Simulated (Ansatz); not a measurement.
SiGe:
```yaml
crystal:
  lattice:
    - [3.90426, 0.00000, 0.00000]
    - [-1.95213, 3.38119, 0.00000]
    - [0.00000, 0.00000, 6.45402]
  atoms:
    - { symbol: Si, position: [0.66667, 0.33333, 0.87448] }
    - { symbol: Si, position: [0.33333, 0.66667, 0.37448] }
    - { symbol: Ge, position: [0.66667, 0.33333, 0.50052] }
    - { symbol: Ge, position: [0.33333, 0.66667, 0.00052] }
```

Relaxed with r²SCAN. Special points in fractions of this cell's reciprocal vectors: Γ (0.000, 0.000, 0.000); M (0.500, 0.000, 0.000); K (0.333, 0.333, 0.000); A (0.000, 0.000, 0.500); L (0.500, 0.000, 0.500); H (0.333, 0.333, 0.500).

Question: List the band energies nearest the valence-band maximum at these points for plane-wave PAW r²SCAN with spin–orbit coupling (Ansatz code).

Answer: In eV from the valence-band maximum; about four levels below and three above (degenerate sets whole), none deeper than 8.9 eV; points with the same levels are listed once.

```
k                          below                above
-  -----------------------------  -------------------
Γ          -0.10 -0.10 0.00 0.00  0.73 0.73 1.87 1.87
M        -3.15 -3.15 -1.67 -1.67  0.60 0.60 2.28 2.28
K  -3.82 -3.82 -3.80 -3.57 -3.57       1.20 1.20 5.14
A        -1.02 -1.02 -1.02 -1.02  1.53 1.53 1.53 1.53
L        -2.68 -2.68 -2.68 -2.68  0.87 0.87 0.87 0.87
H        -2.29 -2.29 -2.27 -2.27  1.61 1.61 1.62 1.62
```

Space group P6_3mc (wurtzite). The first step of the workflow began from a Materials Project structure, measured or hypothetical; the Crystallography Open Database copy checked does not list it. Its standing as an ambient phase is unchecked. Symmetry was held in the r²SCAN relaxation; whether a distortion lowers the energy is not shown.

Potentials: the later of the program's two PAW sets.
